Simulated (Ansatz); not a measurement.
CrN₂: which magnetic state is lowest?

Computed with DFT r2SCAN, scalar-relativistic, plane waves, PAW in Ansatz.

```
Cr N
1.0
     3.90179    0.00000    0.00000
     0.00000    4.80951    0.00000
     0.00000    0.00000    2.78417
Cr N
2 4
Cartesian
  1.9509 2.4048 1.3921
  0.0000 0.0000 0.0000
  2.4731 0.4270 1.3921
  1.4287 4.3825 1.3921
  0.5222 1.9778 0.0000
  3.3796 2.8317 0.0000
```

```json
{"plane-wave cutoff": "500 eV", "Γ-centred k-mesh": "10×8×12", "occupation rule": "Gaussian smearing, 0.1 eV", "list of starting moments (μB, in atom order)": "3 3 0 0 0 0", "check for lower electronic states after the SCF": "off"}
```

All runs keep this geometry, which isn't relaxed for the lowest state (largest force there 0.046 eV/Å, pressure -2.7 GPa; forces reach 0.41 eV/Å in another state) and needn't be a stable compound; relaxing each order would shift the differences by some 40 meV/atom, going by the pressures and a bulk modulus of about 150 GPa. Signs run over the atoms with starting moments. r2SCAN tends to overstate moments in metals, so a weak moment here may be absent in the real material. Site moments are spin moments in atom-centred spheres that scale with the neighbour distance. The states are those that the runs reached from these starts; a lower one can exist.

Task: Starts tried: no spin; ferromagnetic; antiferromagnetic in the cell, signs +-. Which state comes out lowest, and what are the moments?

Result: The lowest state is ferromagnetic, reached from the start “ferromagnetic”, with site moments (μB) Cr +2.11 (×2), N -0.10 (×4).

```json
{"start": "no spin", "ends": "non-magnetic", "energy above lowest (meV/atom)": "475", "site moments (μB)": "none over 0.05", "gap on mesh (eV)": "metal", "P (GPa)": "-14.3"}
{"start": "ferromagnetic", "ends": "ferromagnetic", "energy above lowest (meV/atom)": "0.00", "site moments (μB)": "Cr +2.11 (×2), N -0.10 (×4)", "gap on mesh (eV)": "metal", "P (GPa)": "-2.7"}
{"start": "antiferromagnetic in the cell, signs +-", "ends": "antiferromagnetic", "energy above lowest (meV/atom)": "45.8", "site moments (μB)": "Cr +2.00, Cr -2.00, N +0.07 (×2), N -0.07 (×2)", "gap on mesh (eV)": "metal", "P (GPa)": "-2.5"}
```

Cost: 3 runs of about 5.7 core-minutes in all, on Arm Neoverse V2 (shared hosts).